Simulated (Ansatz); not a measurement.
**MgW₄O₁₂, one structure, two calculations**

Cell: a Materials Project structure (computed, not necessarily an observed phase).

Space group P-4 (No. 81); a = 5.3745, c = 7.8369 Å.

```csv
site,Wyckoff,site symmetry,x,y,z
Mg,1b,-4..,0.0000,0.0000,0.5000
W2,2g,2..,0.0000,0.5000,0.7556
W3,2g,2..,0.5000,0.0000,0.7484
O6,4h,1,0.1725,0.8152,0.7235
O7,4h,1,0.6918,0.6966,0.7526
O10,2g,2..,0.0000,0.5000,0.9922
O11,2g,2..,0.5000,0.0000,0.4955
```

One atom of each set is listed.

First run. All values are calculated (Ansatz; DFT, PBE, plane waves and PAW, scalar-relativistic, 420 eV cutoff, Γ-centred 6×6×4 k-points, Fermi–Dirac smearing 0.05 eV), not measured.

```json
{"site": "Mg", "V_zz (10²¹ V/m²)": "-2.06", "η": "0.00"}
{"site": "W2", "V_zz (10²¹ V/m²)": "-13.84", "η": "0.94"}
{"site": "W3", "V_zz (10²¹ V/m²)": "-26.0", "η": "0.45"}
{"site": "O6", "V_zz (10²¹ V/m²)": "4.23", "η": "0.63"}
{"site": "O7", "V_zz (10²¹ V/m²)": "2.79", "η": "0.71"}
{"site": "O10", "V_zz (10²¹ V/m²)": "2.51", "η": "0.53"}
{"site": "O11", "V_zz (10²¹ V/m²)": "4.23", "η": "0.73"}
```

Second run. The same atoms and settings, except that spin–orbit coupling is included (fully relativistic PAW files) and the mesh is 6×6×5.

Problem. Given the first result, estimate the second.

Solution. 

```csv
site,V_zz,η,change of V_zz
Mg,-2.06,0.00,0.00
W2,-13.75,0.95,+0.09
W3,-26.1,0.43,-0.09
O6,4.33,0.61,+0.10
O7,2.89,0.70,+0.10
O10,2.57,0.50,+0.06
O11,4.26,0.72,+0.03
```

The largest change of V_zz is on O7, from 2.79 to 2.89. The whole tensor moves most on W3, by 0.30 along its most changed direction. In per cent, |V_zz| changes by 0 on Mg, -1 to 0 on W, +1 to +4 on O (all sites that start above 2).

At this cell the PBE pressure is -9 GPa, so with PBE the cell would shrink if it were relaxed. The entry's cell may itself be off. The largest force is 1.6 eV/Å, so the atoms aren't at the calculated equilibrium and relaxing them would move these values.
